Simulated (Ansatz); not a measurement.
Relaxed GaP (zinc blende):

```
GaP
1.0
    0.00000     5.45138     5.45138
    2.72569     0.00000     2.72569
    2.72569     2.72569     0.00000
P Ga
2 2
Direct
  0.37500   0.75000   0.75000
  0.87500   0.75000   0.75000
  0.00000   0.00000   0.00000
  0.50000   0.00000   0.00000
```

In this cell atom 4 (Ga, nearest neighbour P at 2.361 Å; its periodic images, 3.9 Å or more away, move with it) is moved by s along Cartesian [111], unit vector (0.577, 0.577, 0.577); all other atoms and the cell stay fixed.

Calculation: r2SCAN (plane waves to 500 eV, PAW, scalar-relativistic; Ansatz, a first-principles code). k mesh 4×8×8 (Γ-centred), Fermi-Dirac smearing 0.05 eV. F∥ is the force on the atom along that direction. GaP was relaxed with its symmetry unable to fall. 

| s (Å) | F∥ (eV/Å) |
|---|---|
| -0.470 | 10.674 |
| -0.376 | 7.203 |
| -0.282 | 4.597 |
| -0.188 | 2.622 |
| -0.094 | 1.124 |
| 0.000 | 0.000 |
| 0.094 | -0.821 |
| 0.188 | -1.387 |
| 0.282 | -1.741 |
| 0.376 | -1.918 |
| 0.470 | -1.960 |

Task: What is the force constant k = d²E/ds² of this move at s = 0?

Result: 10.2 eV/Å². The forces along the line at the two nearest points give (1.124 − (-0.821)) / (2·0.094) = 10.35 eV/Å²; the next pair corrects for the finite step.

(A displaced cell: forces are minus the slopes of the energy, force constants its curvatures, and phonons follow from these.)
